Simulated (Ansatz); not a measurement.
Data sheet: Sn (DFT)

Sn:
```
CELL_PARAMETERS angstrom
      5.64426     3.25872     2.18785
     -5.64426     3.25872     2.18785
      0.00000    -6.51743     2.18785
ATOMIC_POSITIONS crystal
  Sn 0.06334 0.74805 0.57207
  Sn 0.93666 0.25195 0.42793
  Sn 0.57207 0.06334 0.74805
  Sn 0.42793 0.93666 0.25195
  Sn 0.74805 0.57207 0.06334
  Sn 0.25195 0.42793 0.93666
  Sn 0.72115 0.72115 0.72115
  Sn 0.27885 0.27885 0.27885
```

Space group R-3 (No. 148); conventional cell a = b = 11.289 Å, c = 6.564 Å, α = β = 90.00°, γ = 120.00°.

Method: DFT-PBEsol in the program Ansatz with PAW potentials. The cell and atoms are relaxed at this level. Other levels are named where they apply.

Cell and energy:

- Volume per atom = 30.18 Å³
- Density = 6.53 g/cm³

Electronic structure:

- Electronic character = metallic (no gap)
- Density of states at the Fermi level = 0.18 states/eV per atom (mean over ±0.08 eV)

Phonons:

* **Highest zone-centre frequency**: 177 cm⁻¹
* **Zone-centre stability**: no imaginary mode at Γ

The start of the workflow was typed in or built on a structure type; neither database checked (COD, Materials Project) lists it. It is not the phase usual at ambient conditions (space group No. 141). The PBEsol relaxation kept the symmetry of its start. The volume moved by -18 % from the start of the relaxation. As this level gives no gap, phonon frequencies hold no LO–TO term and depend on the k-mesh and smearing (Fermi–Dirac, 0.1 eV here). Axis ratios of metals converge slowly with the k-mesh, so a and c are less sure than the volume. Spin–orbit coupling is left out wherever it is not named.

Potentials: the earlier of the program's two PAW sets. The files were generated under PBE; for other functionals the program regenerates the frozen cores, and for LDA and PBEsol the local potential too.
